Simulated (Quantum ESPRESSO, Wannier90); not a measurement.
## Li₂Se (anti-fluorite), plane waves to Wannier functions

Structure: Materials Project mp-2286, symmetrised, not relaxed again. COD (Crystallography Open Database) has an entry of this formula and space group (matched by these alone). Level: PBE, no spin polarisation, no spin-orbit coupling; pw.x of Quantum ESPRESSO at 69 Ry with PseudoDojo potentials, 10×10×10 k-points, Wannier90. Density: 10×10×10 mesh, cold smearing 0.01 Ry. Spin-orbit coupling, left out, would split the p-like bands by a few tenths of an eV.

On the energy scale of pw.x, whose zero is arbitrary, the valence-band maximum lies at 3.82 eV.

Input w.win:

```
num_bands = 5
num_wann = 5
exclude_bands = 6-28
num_iter = 800
conv_tol = 1.0e-6
conv_window = 4
write_hr = true
write_u_matrices = true
auto_projections = true
begin unit_cell_cart
ang
    0.0000000000    2.9760450000    2.9760450000
    2.9760450000    0.0000000000    2.9760450000
    2.9760450000    2.9760450000    0.0000000000
end unit_cell_cart
begin atoms_frac
Li  -0.2500000000 -0.2500000000 -0.2500000000
Li   0.2500000000  0.2500000000  0.2500000000
Se   0.0000000000  0.0000000000  0.0000000000
end atoms_frac
mp_grid = 10 10 10
begin kpoints
0.0000000000 0.0000000000 0.0000000000
0.0000000000 0.0000000000 0.1000000000
0.0000000000 0.0000000000 0.2000000000
... (997 more lines: the 10x10x10 mesh through Gamma)
end kpoints
```

Input of pw2wannier90.x that gives the overlap and projection files (equivalent; here they were cut from one run over all bands):

```
&inputpp
  outdir = './out'
  prefix = 'pwscf'
  seedname = 'w'
  write_amn = .true.
  write_mmn = .true.
  atom_proj = .true.
  atom_proj_exclude = 1 2 3 4 10 11 12 13
/
```

Output w.wout (banner and timings cut):

```
                                    ------
                                    SYSTEM
                                    ------

                              Lattice Vectors (Ang)
                    a_1     0.000000   2.976045   2.976045
                    a_2     2.976045   0.000000   2.976045
                    a_3     2.976045   2.976045   0.000000

                   Unit Cell Volume:      52.71673  (Ang^3)

                        Reciprocal-Space Vectors (Ang^-1)
                    b_1    -1.055627   1.055627   1.055627
                    b_2     1.055627  -1.055627   1.055627
                    b_3     1.055627   1.055627  -1.055627

 *----------------------------------------------------------------------------*
 |   Site       Fractional Coordinate          Cartesian Coordinate (Ang)     |
 +----------------------------------------------------------------------------+
 | li   1  -0.25000  -0.25000  -0.25000   |   -1.48802  -1.48802  -1.48802    |
 | li   2   0.25000   0.25000   0.25000   |    1.48802   1.48802   1.48802    |
 | se   1   0.00000   0.00000   0.00000   |    0.00000   0.00000   0.00000    |
 *----------------------------------------------------------------------------*
                                ------------
                                K-POINT GRID
                                ------------

             Grid size = 10 x 10 x 10      Total points = 1000

 *---------------------------------- MAIN ------------------------------------*
 |  Number of Wannier Functions               :                 5             |
 |  Number of Objective Wannier Functions     :                 5             |
 |  Number of input Bloch states              :                 5             |
 |  Output verbosity (1=low, 5=high)          :                 1             |
 |  Timing Level (1=low, 5=high)              :                 1             |
 |  Optimisation (0=memory, 3=speed)          :                 3             |
 |  Length Unit                               :               Ang             |
 |  Post-processing setup (write *.nnkp)      :                 F             |
 |  Using Gamma-only branch of algorithms     :                 F             |
 *----------------------------------------------------------------------------*
 *------------------------------- WANNIERISE ---------------------------------*
 |  Total number of iterations                :               800             |
 |  Number of CG steps before reset           :                 5             |
 |  Trial step length for line search         :             2.000             |
 |  Convergence tolerence                     :         0.100E-05             |
 |  Convergence window                        :                 4             |
 |  Iterations between writing output         :                 1             |
 |  Iterations between backing up to disk     :               100             |
 |  Write r^2_nm to file                      :                 F             |
 |  Write xyz WF centres to file              :                 F             |
 |  Write on-site energies <0n|H|0n> to file  :                 F             |
 |  Use guiding centre to control phases      :                 F             |
 |  Use phases for initial projections        :                 F             |
 *----------------------------------------------------------------------------*
 *-------------------------------- PLOTTING ----------------------------------*
 |  Plotting Hamiltonian in WF basis          :                 T             |
 *----------------------------------------------------------------------------*

       ... (k-mesh section left out)

 Starting a new Wannier90 calculation ...

 Reading overlaps from w.mmn

 Reading projections from w.amn

 *------------------------------- WANNIERISE ---------------------------------*
 +--------------------------------------------------------------------+<-- CONV
 | Iter  Delta Spread     RMS Gradient      Spread (Ang^2)            |<-- CONV
 +--------------------------------------------------------------------+<-- CONV

 ------------------------------------------------------------------------------
 Initial State
  WF centre and spread    1  (  0.000000, -0.000000,  0.000000 )     0.23323615
  WF centre and spread    2  (  0.000000,  0.000000, -0.000000 )     0.23534469
  WF centre and spread    3  ( -0.000000,  0.000000, -0.000000 )     0.23534469
  WF centre and spread    4  ( -0.000000,  0.000000, -0.000000 )     0.23323615
  WF centre and spread    5  ( -0.000000,  0.000000,  0.000000 )     0.23534469
  Sum of centres and spreads ( -0.000000,  0.000000,  0.000000 )     1.17250637

      0     0.117E+01     0.0000000000        1.1725063653  <-- CONV
        O_D=      0.0000000 O_OD=      0.0001770 O_TOT=      1.1725064 <-- SPRD
 ------------------------------------------------------------------------------
      1    -0.431E-09     0.0000176534        1.1725063649  <-- CONV
        O_D=      0.0000000 O_OD=      0.0001770 O_TOT=      1.1725064 <-- SPRD
      2    -0.281E-12     0.0000075450        1.1725063649  <-- CONV
        O_D=      0.0000000 O_OD=      0.0001770 O_TOT=      1.1725064 <-- SPRD
      3    -0.661E-10     0.0000075298        1.1725063648  <-- CONV
        O_D=      0.0000000 O_OD=      0.0001770 O_TOT=      1.1725064 <-- SPRD
      4    -0.622E-13     0.0000030649        1.1725063648  <-- CONV
        O_D=      0.0000000 O_OD=      0.0001770 O_TOT=      1.1725064 <-- SPRD
             <<<     Delta < 1.000E-06  over  4 iterations     >>>
             <<< Wannierisation convergence criteria satisfied >>>
 Final State
  WF centre and spread    1  (  0.000000, -0.000000,  0.000000 )     0.23323615
  WF centre and spread    2  (  0.000000,  0.000000, -0.000000 )     0.23534469
  WF centre and spread    3  ( -0.000000,  0.000000, -0.000000 )     0.23534469
  WF centre and spread    4  ( -0.000000,  0.000000, -0.000000 )     0.23323615
  WF centre and spread    5  ( -0.000000,  0.000000,  0.000000 )     0.23534469
  Sum of centres and spreads ( -0.000000,  0.000000,  0.000000 )     1.17250636

         Spreads (Ang^2)       Omega I      =     1.172329335
        ================       Omega D      =     0.000000000
                               Omega OD     =     0.000177030
    Final Spread (Ang^2)       Omega Total  =     1.172506365
```
